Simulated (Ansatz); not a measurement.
In plane-wave PAW PBE (Ansatz code), PtW in the L1₀ or tetragonal B2 structure (P4/mmm) relaxes to a = 2.743 Å, c = 4.143 Å. Pt has 12 nearest neighbours from 2.74 Å (cuboctahedral); W has 12 nearest neighbours from 2.74 Å (cuboctahedral). Against the elements it lies at -0.17 eV/atom, with no fitted shifts.

Electronic character: metallic (no gap). Gap from PBE with spin–orbit coupling: none (metallic).

The bulk modulus is 2940 kbar.

The start of the workflow was typed in or built on a structure type; neither database checked (COD, Materials Project) lists it. Whether it is the stable phase at ambient conditions was not checked. The cell was relaxed with PBE under the symmetry of its start; whether a distortion lowers the energy is not shown. The run is not spin-polarised. Axis ratios of metals converge slowly with the k-mesh, so a and c are less sure than the volume. The references are the lowest solids computed at this level, not always the standard phases. Scalar-relativistic: spin–orbit coupling is off unless named, which matters more the heavier the elements.

Potentials: the later of the program's two PAW sets.
